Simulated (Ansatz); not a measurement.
Level of theory: Ansatz 0.2.0, DFT PBE, scalar-relativistic, plane waves, PAW. All cells share a 420 eV cutoff and Γ-centred k meshes spaced at most about 0.3 Å⁻¹ (about 0.25 or finer for metals, 2π included). No spin polarisation in the final relaxations.

Temperature and zero-point effects are left out.

Two relaxed structures of LiB₂H₄:

1.

```yaml
crystal:
  lattice:
    - [2.47908, 0.00000, 0.00000]
    - [1.24001, 4.13309, 0.00000]
    - [0.32592, 2.00564, 5.99746]
  atoms:
    - { symbol: Li, position: [0.00000, 0.50000, 0.50000] }
    - { symbol: B, position: [0.74898, 0.97321, 0.61094] }
    - { symbol: B, position: [0.25102, 0.02679, 0.38906] }
    - { symbol: H, position: [0.13329, 0.30046, 0.24364] }
    - { symbol: H, position: [0.86671, 0.69954, 0.75636] }
    - { symbol: H, position: [0.37321, 0.80698, 0.29666] }
    - { symbol: H, position: [0.62679, 0.19302, 0.70334] }
```

2.

```yaml
crystal:
  lattice:
    - [-1.43870, 1.43870, 5.90872]
    - [1.43870, -1.43870, 5.90872]
    - [1.43870, 1.43870, -5.90872]
  atoms:
    - { symbol: Li, position: [0.00000, 0.00000, 0.00000] }
    - { symbol: B, position: [0.42409, 0.42409, 0.00000] }
    - { symbol: B, position: [0.57591, 0.57591, 0.00000] }
    - { symbol: H, position: [0.61481, 0.11481, 0.50000] }
    - { symbol: H, position: [0.88519, 0.38519, 0.50000] }
    - { symbol: H, position: [0.11481, 0.61481, 0.50000] }
    - { symbol: H, position: [0.38519, 0.88519, 0.50000] }
```

Task: Which form is favoured at zero pressure, and by what margin per atom?

Result: Cell 1 is lower, by 0.54 eV/atom. Cell 1 has space group P-1 (No. 2), 8.8 Å³/atom and no gap on its mesh; cell 2 has space group I4/mmm (No. 139), 7.0 Å³/atom and no gap. Counting B or H atoms around Li (for each partner element, those within 1.25 times its shortest distance or 1.15 times the sum of covalent radii, where it is the nearest in units of that sum or under 1.3; a plus sign parts groups by distance over the sum of covalent radii), cell 1 has Li 12 and cell 2 has Li 8+8. Cell 1 holds B–B chains (shortest 1.83 Å); cell 2 holds B–B pairs (shortest 1.79 Å). Both come from invented guesses.

Weakly bound directions are ill-defined at this level, which has no dispersion term (P-1, I4/mmm), and this can change margins and order among such cells. With hydrogen, zero-point motion can shift such differences by 10 meV/atom or more. A magnetic state wasn't ruled out in cells without spin, among them P-1, I4/mmm. Cells relaxed within their symmetry can be saddle points. The P-1 cell of LiB2H4 came from shaking the I4/mmm one.
